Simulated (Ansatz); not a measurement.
Computed properties of Cs2PdCl4

Cs$_{2}$PdCl$_{4}$:
```cif
data_Cl4Cs2Pd
_chemical_formula_sum 'Cs2 Pd1 Cl4'
_space_group_name_H-M_alt 'P4/mmm'
_space_group_IT_number 123
_space_group_name_Hall '-P 4 2'
_cell_length_a 7.52687
_cell_length_b 7.52687
_cell_length_c 4.65567
_cell_angle_alpha 90.000
_cell_angle_beta 90.000
_cell_angle_gamma 90.000
loop_
_atom_site_label
_atom_site_type_symbol
_atom_site_symmetry_multiplicity
_atom_site_Wyckoff_symbol
_atom_site_fract_x
_atom_site_fract_y
_atom_site_fract_z
_atom_site_occupancy
Cs1 Cs 2 e 0.00000 0.50000 0.50000 1
Pd1 Pd 1 a 0.00000 0.00000 0.00000 1
Cl1 Cl 4 j 0.21827 0.21827 0.00000 1
```

Space group P4/mmm (No. 123); conventional cell a = b = 7.5269 Å, c = 4.6557 Å, α = β = γ = 90.00°.

Method: DFT-r²SCAN in the program Ansatz with PAW potentials. The cell and atoms are relaxed at this level. Other levels are named where they apply.

Cell and energy:

* **Volume per atom**: 37.68 Å³
* **Density**: 3.24 g/cm³
* **Formation energy from the elements (no fitted shifts)**: -1.59 eV/atom

Electronic structure:

- Band gap: 2.01 eV (direct)
- Valence-band maximum: at M
- Conduction-band minimum: at M
- Hole effective mass with spin–orbit coupling: 3.5, 5.2, 5.2 mₑ (principal values)
- HSE06 gap on the r²SCAN cell: 3.38 eV
- Gap with spin–orbit coupling: 1.91 eV

Mechanics:

* **Bulk modulus (Birch–Murnaghan fit)**: 11.1 GPa
* **Pressure derivative B′**: 4.8

Charges:

Bader charges: Cs +0.88, Pd +0.65, Cl -0.60 e

The workflow started from a Materials Project entry (that database holds measured and hypothetical structures alike); the Crystallography Open Database files this formula in space group No. 123, but the cells were not matched. Whether it is the stable phase at ambient conditions was not checked. Symmetry was held in the r²SCAN relaxation; its stability against distortions is not shown here. The run is not spin-polarised. The references are the lowest solids computed at this level, not always the standard phases (solids in place of the gases). Spin–orbit coupling is left out wherever it is not named.

Potentials: the later of the program's two PAW sets.
